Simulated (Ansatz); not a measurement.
The relaxed structure here is a generated cell of BP: the first start was made by a random draw of sites in a space group, and the end was not matched to a known phase here, so it may be hypothetical. Known forms of BP include space group No. 216.

A relaxed structure of BP. Space group Fdd2 (No. 43). All values below come from PBE (plane waves to 420 eV, PAW, scalar-relativistic; Ansatz, a program for electronic structure).

```cif
data_B8P8
_chemical_formula_sum 'B8 P8'
_space_group_name_H-M_alt 'Fdd2'
_space_group_IT_number 43
_space_group_name_Hall 'F 2 -2d'
_cell_length_a 3.08459
_cell_length_b 6.10316
_cell_length_c 9.45397
_cell_angle_alpha 90.000
_cell_angle_beta 90.000
_cell_angle_gamma 90.000
loop_
_atom_site_label
_atom_site_type_symbol
_atom_site_symmetry_multiplicity
_atom_site_Wyckoff_symbol
_atom_site_fract_x
_atom_site_fract_y
_atom_site_fract_z
_atom_site_occupancy
B1 B 8 a 0.25000 0.25000 0.06024 1
P1 P 8 a 0.00000 0.00000 0.18112 1
```
(The calculation used a cell of 4 atoms; values per cell refer to that cell.)

Q: Estimate the band gap that PBE returns for this input.

A: 0.06 eV, indirect (valence top at Γ, conduction bottom at L) (no spin-orbit coupling).

Q: Estimate the smallest direct gap that PBE returns for this input.

A: 1.46 eV at Γ.

No spin polarisation in the result.

It was reached from a disturbed copy of a Fm-3m (No. 225) cell (rock salt type), against which it lies -0.52 eV/atom.
